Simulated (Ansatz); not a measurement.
Given:

MoN₂:
```
MoN2
1.0
    4.31879     0.00000     0.00000
    0.00000     4.31879     0.00000
    0.00000     0.00000     2.73946
Mo N
2 4
Direct
  0.50000   0.50000   0.00000
  0.00000   0.00000   0.00000
  0.88788   0.38788   0.50000
  0.11212   0.61212   0.50000
  0.61212   0.88788   0.50000
  0.38788   0.11212   0.50000
```

This is the r²SCAN-relaxed structure. Cartesian axes are those of the cell as given.

Problem. All from r²SCAN in the plane-wave PAW code Ansatz, unless another level is named. Predict the Young's modulus.

Solution. 645 GPa.

Problem. What about the elastic constants (relaxed ions, GPa)?

Solution. C11 = 724, C12 = 194, C13 = 145, C33 = 812, C44 = 243, C66 = 273.

Space group P4/mbm. The workflow started from a Materials Project entry (that database holds measured and hypothetical structures alike); the Crystallography Open Database copy checked does not list it. Whether it is the stable phase at ambient conditions was not checked. Symmetry was held in the r²SCAN relaxation; whether a distortion lowers the energy is not shown. No spin polarisation was allowed. As this level gives no gap, shear constants depend on the k-mesh and smearing (Fermi–Dirac, 0.1 eV here).

Potentials: the later of the program's two PAW sets.
